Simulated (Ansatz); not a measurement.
BRh (NiAs type, P6_3/mmc) under volume change, DFT-LDA in the program Ansatz with PAW potentials, shape and atoms relaxed at each volume.

```tsv
V (Å³/atom)	E − E(relaxed) (meV/atom)	P (GPa)
8.895	91.7	36.35
9.188	38.4	22.23
9.482	9.1	10.20
9.775	0.0	-0.01
10.068	8.2	-8.73
10.361	31.1	-16.11
10.655	66.5	-22.39
```

What does a third-order Birch–Murnaghan fit give for V₀, B₀ and B′?

V₀ = 9.77 Å³/atom, B₀ = 314 GPa, B′ = 4.4.

The workflow started from a Materials Project entry (that database holds measured and hypothetical structures alike); the Crystallography Open Database copy checked does not list it. Whether it is the stable phase at ambient conditions was not checked. Symmetry was held in the LDA relaxation; whether a distortion lowers the energy is not shown. No spin polarisation was allowed.

Potentials: the later of the program's two PAW sets.
